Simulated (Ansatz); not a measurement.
Input:

CaNiN:
```yaml
crystal:
  lattice:
    - [3.52676, 0.00000, 0.00000]
    - [0.00000, 3.52676, 0.00000]
    - [0.00000, 0.00000, 7.04048]
  atoms:
    - { symbol: Ca, position: [0.00000, 0.00000, 0.25000] }
    - { symbol: Ca, position: [0.00000, 0.00000, 0.75000] }
    - { symbol: Ni, position: [0.50000, 0.50000, 0.00000] }
    - { symbol: Ni, position: [0.50000, 0.50000, 0.50000] }
    - { symbol: N, position: [0.00000, 0.50000, 0.00000] }
    - { symbol: N, position: [0.50000, 0.00000, 0.50000] }
```

This is the r²SCAN-relaxed structure.

Question: All from r²SCAN in the plane-wave PAW code Ansatz, unless another level is named. Predict the electronic character.

Answer: metallic (no gap).

Question: What about the formation energy from the elements (no fitted shifts)?

Answer: -0.75 eV/atom.

Question: Give the density of states at the Fermi level.

Answer: 0.44 states/eV per atom (mean over ±0.08 eV).

Space group P4_2/mmc. The workflow started from an entry of the Crystallography Open Database (COD). Its standing as an ambient phase is unchecked. Symmetry was held in the r²SCAN relaxation; its stability against distortions is not shown here. The workflow began spin-polarised and lost its moments. Other orbital occupations within this spin state were not tried. The references are the lowest solids computed at this level, not always the standard phases (solids in place of the gases).

Potentials: the later of the program's two PAW sets.
